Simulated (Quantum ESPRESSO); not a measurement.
# Hf3TaO7N: input and log of a self-consistent run

Simulated, not a measurement. The program is pw.x of Quantum ESPRESSO 7.5 (plane-wave density functional theory). The cell is made up: 12 atoms on a fluorite lattice, with randomly drawn elements, strain and displacements, not relaxed. PseudoDojo standard norm-conserving files (v0.5 for PBE, v0.4.1 for LDA and PBEsol) set the functional; there is no spin polarisation, spin-orbit coupling or dispersion term, and the masses in the input are unused placeholders.

The hafnium pseudopotential is less sure than the others, with forces about 3 percent (worst 6) and pressure in oxides about 1.5 GPa (worst 2.7) from a second method in checks, which no rerun with the same files tests.

Input:

```
&control calculation='scf', pseudo_dir='./dojo.nc.sr.pbe.v0_5.standard.upf', outdir='./o', disk_io='low', tprnfor=.true., tstress=.true. /
&system ibrav=0, nat=12, ntyp=4, nbnd=54, ecutwfc=105.61755193, nosym=.true., tot_charge=0,
 occupations='smearing', smearing='fd', degauss=0.0018374661
/
&electrons conv_thr=7.350e-09, electron_maxstep=60, /
ATOMIC_SPECIES
Hf 1.0 Hf.upf
N 1.0 N.upf
O 1.0 O.upf
Ta 1.0 Ta.upf
CELL_PARAMETERS angstrom
5.1343 0.0165 0.057
0.0165 5.0496 0.0017
0.057 0.0017 5.175
ATOMIC_POSITIONS angstrom
Hf 0.0515 0.0266 0.0237
Hf 0.0857 2.5824 2.6421
Ta 2.5452 -0.0265 2.6306
Hf 2.5191 2.4929 0.1139
O 1.3216 1.2754 1.2463
O 1.295 1.3048 3.8892
O 1.3349 3.9424 1.3144
O 1.3721 3.7499 3.9628
O 3.8395 1.2823 1.3113
N 3.8598 1.287 3.9744
O 3.833 3.8241 1.3017
O 3.9355 3.894 3.8035
K_POINTS automatic
6 6 6 1 1 1
```

The log is shortened where brackets say so; the opening notice, blank lines, dates and the lines on written files are dropped, and the path of the files is cut. It prints rydbergs, bohrs and kilobars, and counts compression as positive stress. With no partly filled state, the Fermi energy that it prints is only some level between the filled and the empty states on the mesh, and need not lie in the true gap.

```
     Program PWSCF v.7.5
     Parallel version (MPI & OpenMP), running on       4 processor cores
     Number of MPI processes:                 4
     Threads/MPI process:                     1
     [start-up lines left out]
     bravais-lattice index     =            0
     lattice parameter (alat)  =       9.7031  a.u.
     unit-cell volume          =     905.2895 (a.u.)^3
     number of atoms/cell      =           12
     number of atomic types    =            4
     number of electrons       =        96.00
     number of Kohn-Sham states=           54
     kinetic-energy cutoff     =     105.6176  Ry
     charge density cutoff     =     422.4702  Ry
     scf convergence threshold =      7.3E-09
     mixing beta               =       0.7000
     number of iterations used =            8  plain     mixing
     Exchange-correlation= PBE
                           (   1   4   3   4   0   0   0)
     [axes and pseudopotential details left out]
   Cartesian axes
     site n.     atom                  positions (alat units)
         1        Hf     tau(   1) = (   0.0100299   0.0051805   0.0046157  )
         2        Hf     tau(   2) = (   0.0166905   0.5029366   0.5145635  )
         3        Ta     tau(   3) = (   0.4956917  -0.0051610   0.5123238  )
         4        Hf     tau(   4) = (   0.4906086   0.4855060   0.0221827  )
         5        O      tau(   5) = (   0.2573889   0.2483912   0.2427238  )
         6        O      tau(   6) = (   0.2522084   0.2541170   0.7574431  )
         7        O      tau(   7) = (   0.2599791   0.7678041   0.2559866  )
         8        O      tau(   8) = (   0.2672240   0.7303137   0.7717771  )
         9        O      tau(   9) = (   0.7477638   0.2497350   0.2553829  )
        10        N      tau(  10) = (   0.7517173   0.2506503   0.7740363  )
        11        O      tau(  11) = (   0.7464979   0.7447645   0.2535132  )
        12        O      tau(  12) = (   0.7664603   0.7583780   0.7407526  )
     number of k points=   108  Fermi-Dirac smearing, width (Ry)=  0.0018
     Number of k-points >= 100: set verbosity='high' to print them.
     Dense  grid:   132787 G-vectors     FFT dimensions: (  64,  64,  64)
     Estimated max dynamical RAM per process >     596.94 MB
     Estimated total dynamical RAM >       2.24 GB
     Initial potential from superposition of free atoms
     starting charge      95.9935, renormalised to      96.0000
     Starting wfcs are   72 randomized atomic wfcs
     total cpu time spent up to now is       21.3 secs
     per-process dynamical memory:   516.4 Mb
     Self-consistent Calculation
     iteration #  1     ecut=   105.62 Ry     beta= 0.70
     Davidson diagonalization with overlap
     ethr =  1.00E-02,  avg # of iterations =  2.0
     total cpu time spent up to now is       50.4 secs
     total energy              =    -719.66863621 Ry
     estimated scf accuracy    <       5.22293813 Ry
     iteration #  2     ecut=   105.62 Ry     beta= 0.70
     Davidson diagonalization with overlap
     ethr =  5.44E-03,  avg # of iterations =  6.0
     total cpu time spent up to now is       95.8 secs
     total energy              =    -717.94721113 Ry
     estimated scf accuracy    <      23.48613929 Ry
     iteration #  3     ecut=   105.62 Ry     beta= 0.70
     Davidson diagonalization with overlap
     ethr =  5.44E-03,  avg # of iterations =  4.9
     total cpu time spent up to now is      141.3 secs
     total energy              =    -722.11183959 Ry
     estimated scf accuracy    <       2.47899489 Ry
     iteration #  4     ecut=   105.62 Ry     beta= 0.70
     Davidson diagonalization with overlap
     ethr =  2.58E-03,  avg # of iterations =  2.1
     total cpu time spent up to now is      172.3 secs
     total energy              =    -722.27677588 Ry
     estimated scf accuracy    <       0.49253734 Ry
     iteration #  5     ecut=   105.62 Ry     beta= 0.70
     Davidson diagonalization with overlap
     ethr =  5.13E-04,  avg # of iterations =  2.9
     total cpu time spent up to now is      202.7 secs
     total energy              =    -722.27722742 Ry
     estimated scf accuracy    <       0.14552428 Ry
     [iterations 6 to 12 left out]
     iteration # 13     ecut=   105.62 Ry     beta= 0.70
     Davidson diagonalization with overlap
     ethr =  2.72E-09,  avg # of iterations =  4.9
     total cpu time spent up to now is      494.0 secs
     total energy              =    -722.31411187 Ry
     estimated scf accuracy    <       0.00000028 Ry
     iteration # 14     ecut=   105.62 Ry     beta= 0.70
     Davidson diagonalization with overlap
     ethr =  2.92E-10,  avg # of iterations =  3.0
     total cpu time spent up to now is      525.6 secs
     total energy              =    -722.31411186 Ry
     estimated scf accuracy    <       0.00000008 Ry
     iteration # 15     ecut=   105.62 Ry     beta= 0.70
     Davidson diagonalization with overlap
     ethr =  8.55E-11,  avg # of iterations =  4.8
     total cpu time spent up to now is      564.2 secs
     total energy              =    -722.31411189 Ry
     estimated scf accuracy    <       0.00000002 Ry
     iteration # 16     ecut=   105.62 Ry     beta= 0.70
     Davidson diagonalization with overlap
     ethr =  2.48E-11,  avg # of iterations =  2.0
     total cpu time spent up to now is      595.2 secs
     total energy              =    -722.31411189 Ry
     estimated scf accuracy    <          7.7E-09 Ry
     iteration # 17     ecut=   105.62 Ry     beta= 0.70
     Davidson diagonalization with overlap
     ethr =  8.03E-12,  avg # of iterations =  4.9
     total cpu time spent up to now is      630.4 secs
     End of self-consistent calculation
     Number of k-points >= 100: set verbosity='high' to print the bands.
     the Fermi energy is    13.9727 ev
!    total energy              =    -722.31411189 Ry
     estimated scf accuracy    <          5.0E-10 Ry
     smearing contrib. (-TS)   =      -0.00000000 Ry
     internal energy E=F+TS    =    -722.31411189 Ry
     The total energy is F=E-TS. E is the sum of the following terms:
     one-electron contribution =    -114.71525076 Ry
     hartree contribution      =     113.19853125 Ry
     xc contribution           =    -180.06705032 Ry
     ewald contribution        =    -540.73034205 Ry
     convergence has been achieved in  17 iterations
     Forces acting on atoms (cartesian axes, Ry/au):
     atom    1 type  1   force =    -0.11240441    0.05516012   -0.05526243
     atom    2 type  1   force =    -0.10774375   -0.05803833    0.03854204
     atom    3 type  4   force =     0.15230364    0.06929378    0.07510642
     atom    4 type  1   force =     0.11024106   -0.03623924   -0.06952230
     atom    5 type  3   force =    -0.01209690    0.02165016    0.04600973
     atom    6 type  3   force =     0.01021725   -0.04294644   -0.04209936
     atom    7 type  3   force =    -0.00899677   -0.03569700    0.05524368
     atom    8 type  3   force =     0.01003337    0.03870667   -0.04247422
     atom    9 type  3   force =     0.00405167   -0.01703656    0.05353710
     atom   10 type  2   force =    -0.02857509    0.00877512   -0.04524493
     atom   11 type  3   force =    -0.00372237    0.00036731    0.00489107
     atom   12 type  3   force =    -0.01330770   -0.00399558   -0.01872678
     Total force =     0.328772     Total SCF correction =     0.000062
     Computing stress (Cartesian axis) and pressure
          total   stress  (Ry/bohr**3)                   (kbar)     P=      -64.02
  -0.00058610  -0.00009624  -0.00004122          -86.22      -14.16       -6.06
  -0.00009624   0.00002983  -0.00008226          -14.16        4.39      -12.10
  -0.00004122  -0.00008226  -0.00074936           -6.06      -12.10     -110.23
     init_run     :     14.87s CPU     15.70s WALL (       1 calls)
     electrons    :    606.30s CPU    609.08s WALL (       1 calls)
     forces       :      6.48s CPU      6.55s WALL (       1 calls)
     stress       :     22.05s CPU     22.96s WALL (       1 calls)
     [timing details left out]
     PWSCF        :  10m55.49s CPU  11m 0.32s WALL
     JOB DONE.
```

In other units: free energy -9827.584 eV for the cell, pressure -6.40 GPa, largest force component 3.916 eV/Å. This run is the check on a run of the same cell at 1143 eV and a 4 x 4 x 4 mesh: rerunning at 1437 eV and a 6 x 6 x 6 mesh moved values by no more than 0.002 eV in energy, 0.05 GPa in stress and 0.010 eV/Å in force.